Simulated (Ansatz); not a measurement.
Below is a relaxed structure of TiTe₂. The cell was found from a structure generator's guess, not taken from experiment.

The calculation used DFT PBE, scalar-relativistic, plane waves, PAW (Ansatz). Cutoff 420 eV, Γ-centred mesh, Gaussian smearing, no spin polarisation.

Only a and b repeat, and vacuum parts the sheet from its images along c.

```cif
data_structure
_symmetry_space_group_name_H-M 'P 1'
_symmetry_Int_Tables_number 1
_cell_length_a 3.7478
_cell_length_b 3.7478
_cell_length_c 30.9291
_cell_angle_alpha 90.000
_cell_angle_beta 90.000
_cell_angle_gamma 120.000
_cell_volume 376.22
loop_
_atom_site_label
_atom_site_type_symbol
_atom_site_fract_x
_atom_site_fract_y
_atom_site_fract_z
_atom_site_occupancy
Ti1 Ti 0.00000 0.00000 0.29099 1
Te1 Te 0.33333 0.66667 0.23324 1
Te2 Te 0.33333 0.66667 0.34874 1
```

Formation energies are uncorrected and refer to the elements' standard structures at the same level.

Task: What layer group does it have?

Result: p-6m2 (No. 78). In-plane cell: a = 3.748 Å, b = 3.748 Å, γ = 120.0°, thickness 3.57 Å between the outermost nuclei. Ti at height 1.79 Å has 6 Te at 2.81 Å; Te at height 0.00 Å has 3 Ti at 2.81 Å.

Task: How far does it lie from the elements in energy?

Result: −0.590 eV/atom. A negative formation energy is needed for stability but isn't enough: competing phases decide.

Task: Is it a metal?

Result: No, the gap on the 12×12×1 mesh is 0.18 eV.

The last run used a 12×12×1 mesh for its 3-atom cell and Gaussian smearing of 0.01 eV. Spin–orbit coupling, which can matter for Te, is left out. Kohn–Sham gaps at this level usually fall short of measured ones. The missing spin–orbit coupling can work the other way here. The reference form of Te is held partly by dispersion forces, which this level lacks. Small gaps are read on the mesh alone, and bands can cross between its points. A structure relaxed within its symmetry needn't be a true minimum.
